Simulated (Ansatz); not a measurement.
Geometry optimisation in Ansatz: input, command and trajectory.

```yaml
crystal:
  lattice:
    - [4.1038207023, 0.0, 0.0]
    - [0.0, 4.1038207023, 0.0]
    - [0.0, 0.0, 4.1038207023]
  atoms:
    - { symbol: Be, position: [0.0, 0.0, 0.0] }
    - { symbol: S, position: [0.0, 0.5, 0.5] }
    - { symbol: S, position: [0.5, 0.0, 0.5] }
    - { symbol: S, position: [0.5, 0.5, 0.0] }
basis:
  ecutwfc: 420
kpoints:
  mp_grid: { grid: [4, 4, 4] }
hamiltonian:
  xc: pbe
scf:
  occupations: { method: gaussian, width: 0.1 }
  lower_state_search: "off"
output:
  forces: true
  stress: true
  eigenvalues: true
relax:
  adjacent_minimum: "off"
  f_tol: 0.04
  max_steps: 70
  cell: { stress_tol: 0.4 }
```

```bash
ansatz run input.yaml --threads 1 --pin off --max-ram 2560MiB --backend cpu --events-out ev --progress --plain --runs-dir out
```

All numbers below come from DFT PBE, scalar-relativistic, plane waves, PAW (Ansatz).

Of 4 frames 3 are shown, positions in Å and forces in eV/Å; the SCF threshold varies from step to step. Steps run on the plane waves of an earlier cell, with a Pulay correction in the pressure. The basis is chosen afresh for the last frame, the zero of the energies, and at times for earlier ones too; energy and pressure step there, also at an unchanged geometry.

```xyz
4
Lattice="4.1038 0.0000 0.0000 0.0000 4.1038 0.0000 0.0000 0.0000 4.1038" Properties=species:S:1:pos:R:3:forces:R:3 pbc="T T T" step=1 free_energy_over_end_meV_per_atom=53.72 pressure_GPa=-7.35
Be    0.0000    0.0000    0.0000    0.0000    0.0000    0.0000
S     0.0000    2.0519    2.0519    0.0000    0.0000    0.0000
S     2.0519    0.0000    2.0519    0.0000    0.0000    0.0000
S     2.0519    2.0519    0.0000    0.0000    0.0000    0.0000
4
Lattice="3.9038 0.0000 0.0000 0.0000 3.9038 0.0000 0.0000 0.0000 3.9038" Properties=species:S:1:pos:R:3:forces:R:3 pbc="T T T" step=2 free_energy_over_end_meV_per_atom=0.77 pressure_GPa=1.13
Be    0.0000    0.0000    0.0000    0.0000    0.0000    0.0000
S     0.0000    1.9519    1.9519    0.0000    0.0000    0.0000
S     1.9519    0.0000    1.9519    0.0000    0.0000    0.0000
S     1.9519    1.9519    0.0000    0.0000    0.0000    0.0000
4
Lattice="3.9282 0.0000 0.0000 0.0000 3.9282 0.0000 0.0000 0.0000 3.9282" Properties=species:S:1:pos:R:3:forces:R:3 pbc="T T T" step=4 free_energy_over_end_meV_per_atom=0.00 pressure_GPa=-0.12
Be    0.0000    0.0000    0.0000    0.0000    0.0000    0.0000
S     0.0000    1.9641    1.9641    0.0000    0.0000    0.0000
S     1.9641    0.0000    1.9641    0.0000    0.0000    0.0000
S     1.9641    1.9641    0.0000    0.0000    0.0000    0.0000
```

The start puts this composition into another compound's structure type, which needn't suit it. At the end the space group is Pm-3m (tolerance 0.05 Å).

The run took 4.1 s on 1 thread of Intel(R) Xeon(R) Platinum 8488C (Sapphire Rapids), with other jobs on the host, peak memory 0.34 GiB.

The k mesh is coarse.